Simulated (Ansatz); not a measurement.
An Ansatz input and the part of its output that reports the observables at the nuclei.

The cell is a structure deposited in the COD, relaxed with PBE at fixed cell and then changed (volume scaled by 1.02, ions relaxed).

```yaml
crystal:
  lattice:
    - [2.2402390424, 1.2934026142, 14.0551407081]
    - [-2.2402390424, 1.2934026142, 14.0551407081]
    - [0.0, -2.5868052283, 14.0551407081]
  atoms:
    - { symbol: Bi, position: [0.7141717231, 0.7141717231, 0.7141717231] }
    - { symbol: Bi, position: [0.2858282769, 0.2858282769, 0.2858282769] }
    - { symbol: Bi, position: [0.1466993084, 0.1466993084, 0.1466993084] }
    - { symbol: Bi, position: [0.8533006916, 0.8533006916, 0.8533006916] }
    - { symbol: Te, position: [0.0, 0.0, 0.0] }
    - { symbol: Te, position: [0.4218817704, 0.4218817704, 0.4218817704] }
    - { symbol: Te, position: [0.5781182296, 0.5781182296, 0.5781182296] }
kpoints:
  mp_grid: { grid: [12, 12, 12] }
scf:
  occupations: { method: fermi_dirac, width: 0.05 }
hamiltonian:
  xc: pbe
  pseudopotentials: { kind: paw }
output:
  forces: true
  stress: true
  populations: true
  efg: { quadrupole_moments_barn: { Bi: -0.516 }, contact_densities: true }
relax:
  f_tol: 0.02
  max_steps: 60
```

```sh
ansatz run input.yaml --threads 1 --pin off --max-ram 3072MiB --backend cpu --events-out ev --progress --plain --runs-dir out
```

The run relaxes the ions first, and the block belongs to the relaxed positions.

Of the output, the block on the nuclei alone is shown; the set-up, the SCF iterations, energies, forces and stress are cut. One atom of each set with nearly equal values is shown.

```
--- PAW observables at the nuclei: V_zz in 10²¹ V/m², potentials from the cell's mean, atoms counted from 1 ---
  atom   1  Bi V_zz =    +0.619775   η = 0.0000   by run symmetry: allowed   C_q = -7.7328 MHz
            electrostatic potential = -17828.913306 V   contact ρ = 17906594.441110 e/Å³
  atom   3  Bi V_zz =    +4.962696   η = 0.0000   by run symmetry: allowed   C_q = -61.9187 MHz
            electrostatic potential = -17829.861693 V   contact ρ = 17906353.973612 e/Å³
  atom   5  Te V_zz =    +6.384823   η = 0.0000   by run symmetry: allowed
            electrostatic potential = -8649.051009 V   contact ρ = 1468745.055328 e/Å³
  atom   6  Te V_zz =    -1.380195   η = 0.0000   by run symmetry: allowed
            electrostatic potential = -8648.873671 V   contact ρ = 1468758.457057 e/Å³
```

The relaxation (3 steps) took 5.9 min of wall time (5.8 min of CPU time) and 2.4 GiB at its peak, on 1 thread of Intel Xeon Platinum 8259CL CPU @ 2.50GHz (Skylake/Cascade Lake) (x86_64; 16 cores open to the job, memory cap 3.0 GiB, no GPU), a shared host with a load of 0.4 a core.

Spin–orbit coupling is left out, which shifts gradients on Bi by a few per cent in wide-gap crystals, and can shift them far more where the calculated gap is small or absent, as here. With a gap of 0.19 eV under a smearing of 0.05 eV the band edges are partly filled, so small gradients can hang on the smearing and the k-mesh.
